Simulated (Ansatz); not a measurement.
FeSi — Fe-57 Mössbauer parameters

Cell: an entry of the Crystallography Open Database (COD), its atoms then relaxed with PBE in this cell.

```cif
data_FeSi
_symmetry_space_group_name_H-M 'P2_13'
_symmetry_Int_Tables_number 198
_cell_length_a 4.4670
_cell_length_b 4.4670
_cell_length_c 4.4670
_cell_angle_alpha 90.000
_cell_angle_beta 90.000
_cell_angle_gamma 90.000
loop_
_atom_site_label
_atom_site_type_symbol
_atom_site_symmetry_multiplicity
_atom_site_Wyckoff_symbol
_atom_site_fract_x
_atom_site_fract_y
_atom_site_fract_z
Fe Fe 4 a 0.1355 0.1355 0.1355
Si Si 4 a 0.8407 0.8407 0.8407
```

One atom of each set is listed.

Computed with Ansatz: DFT, r2SCAN, plane waves and PAW, scalar-relativistic, collinear spin, 500 eV cutoff, Γ-centred 10×10×10 k-points, Fermi–Dirac smearing 0.05 eV. Start moments as typed (μB): 3 on each Fe, none on the rest.

Isomer shifts (against α-Fe) follow from the electron density at the nucleus, δ = α(ρ − ρ₀), with α = -0.330 mm s⁻¹ a₀³ and ρ₀ = 14889.24 a₀⁻³ from a line fitted to 9 measured compounds at this level of theory (rms miss 0.08 mm/s). ΔE_Q = ½eQV_zz(1 + η²/3)^½ with Q = 0.160 b for the 14.4 keV state. B_c is the Fermi-contact field along the atom's own moment; orbital and dipolar fields are not included.

(1) Where do the absorption lines lie when the magnetic splitting is averaged out (above the ordering temperature, with the gradients of this state)?

(2) And the six lines of Fe from the contact field alone, leaving the quadrupole term aside?

## Answers

(1) Fe (4 atoms a cell): δ = 0.26, |ΔE_Q| = 0.17 mm/s, a doublet at 0.18 and 0.35 mm/s.

(2) With |B_c| = 10.7 T and nuclear moments 0.090604 and -0.15532 μN the lines lie at -1.46, -0.73, -0.01, 0.54, 1.26, 1.98 mm/s, in the ratio 3:2:1:1:2:3 for a powder.

The largest force is 0.4 eV/Å, so the atoms aren't at the calculated equilibrium and relaxing them would move these values. The program didn't check the stability of this electronic state in full, so a lower one may lie near. The run finds no gap above 0.1 eV (a metal, or nearly one), so the gradients can move by 10 % or more with the k-mesh. With these PAW files V_zz is typically within 2 to 3 % of all-electron values, but misses above 10 % occur on Fe. The magnetic order is the one that the run reached from its start moments, not necessarily the measured one. Semilocal functionals underestimate the core's spin polarisation, so contact fields of ionic iron come out too small in magnitude.
